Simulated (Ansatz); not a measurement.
**Structures of Pd2F: which is lowest?**

Plane-wave DFT in Ansatz with scalar-relativistic PAW potentials, cutoff 420 eV, Γ-centred meshes chosen by cell and gap, Gaussian smearing with energies taken to zero width. Every cell was relaxed (cell and atoms) in a run of its own, within the symmetry of its start. Functional: PBE.

Relaxed structures (starts from databases or built by putting these elements on another compound's sites):
A. P6/mmm, 3 atoms in the computed cell, a = 4.379 Å, c = 2.654 Å; sites (symmetry × multiplicity) Pd -6m2 × 2, F 6/mmm × 1; start: built
B. Immm, 3 atoms in the computed cell, a = 2.736 Å, b = 4.642 Å, c = 6.833 Å; sites (symmetry × multiplicity) Pd mm2 × 4, F mmm × 2; start: built

Problem. Rank them by energy. Could pressure change the order?

Solution.
```csv
structure,group,E − E(lowest) (meV/atom),V (Å³/atom),gap on mesh (eV)
B,Immm,0.0,14.46,0.00
A,P6/mmm,196,14.69,0.00
```

B is lowest, 196 meV/atom under A. The lowest is also the densest of these, so pressure wouldn't bring one of the others in at first order. Other structures may lie lower than all of these, and vibrations aren't counted.

Spin polarisation was left out, and a magnetic state may lie lower.